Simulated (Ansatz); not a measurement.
Input:

InP:
```cif
data_In2P2
_chemical_formula_sum 'In2 P2'
_space_group_name_H-M_alt 'P63mc'
_space_group_IT_number 186
_space_group_name_Hall 'P 6c -2c'
_cell_length_a 4.16731
_cell_length_b 4.16731
_cell_length_c 6.83269
_cell_angle_alpha 90.000
_cell_angle_beta 90.000
_cell_angle_gamma 120.000
loop_
_atom_site_label
_atom_site_type_symbol
_atom_site_symmetry_multiplicity
_atom_site_Wyckoff_symbol
_atom_site_fract_x
_atom_site_fract_y
_atom_site_fract_z
_atom_site_occupancy
In1 In 2 b 0.66667 0.33333 0.00001 1
P1 P 2 b 0.33333 0.66667 0.12519 1
```

This is the HSE06-relaxed structure.

Q: All from DFT-HSE06 in the program Ansatz with PAW potentials, unless another level is named. Give the gap with spin–orbit coupling.

A: 1.41 eV (at the special points and the edges found without it).

Q: Give the band gap.

A: 1.44 eV (direct).

Q: Predict the valence-band maximum.

A: at Γ.

Space group P6_3mc (wurtzite). The cell is a constructed one: a structure type filled with these elements; the Crystallography Open Database copy checked does not list it. It is not the phase usual at ambient conditions (space group No. 216). The cell was relaxed with HSE06 under the symmetry of its start; whether a distortion lowers the energy is not shown. The hybrid was solved on a coarse mesh, the path and, where they were found, the r²SCAN edge points; its band edges are the extreme levels among these. Scalar-relativistic: spin–orbit coupling is off unless named, which matters more the heavier the elements.

Potentials: the later of the program's two PAW sets.
